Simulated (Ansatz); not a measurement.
With PBEsol in the plane-wave PAW code Ansatz, TaSi$_{2}$ in the hexagonal phase (P6_222; Ta on 3c, Si on 6i) relaxes to a = 4.762 Å, c = 6.553 Å. Its formation energy from the elements is -0.58 eV/atom, with no fitted shifts.

Electronic character: metallic (no gap). Gap from PBEsol with spin–orbit coupling: none (metallic).

The bulk modulus is 1950 kbar. The relaxed-ion elastic constants in GPa are C11 = 381, C12 = 78.2, C13 = 97.2, C33 = 476, C44 = 140. The elastic constants imply a Debye temperature near 547 K. The highest mode at Γ lies at 411 cm^-1.

The cell was relaxed with PBEsol under the symmetry of its start; of distortions, only those at the zone centre were tested. No spin polarisation was allowed. As this level gives no gap, shear constants depend on the k-mesh and smearing (Fermi–Dirac, 0.1 eV here). As this level gives no gap, phonon frequencies hold no LO–TO term and depend on the k-mesh and smearing (Fermi–Dirac, 0.1 eV here). On the denser mesh and wider smearing of the elastic run this cell carries a stress of 0.5 GPa. The references are the lowest solids computed at this level, not always the standard phases. Spin–orbit coupling is left out wherever it is not named.

Potentials: the later of the program's two PAW sets.
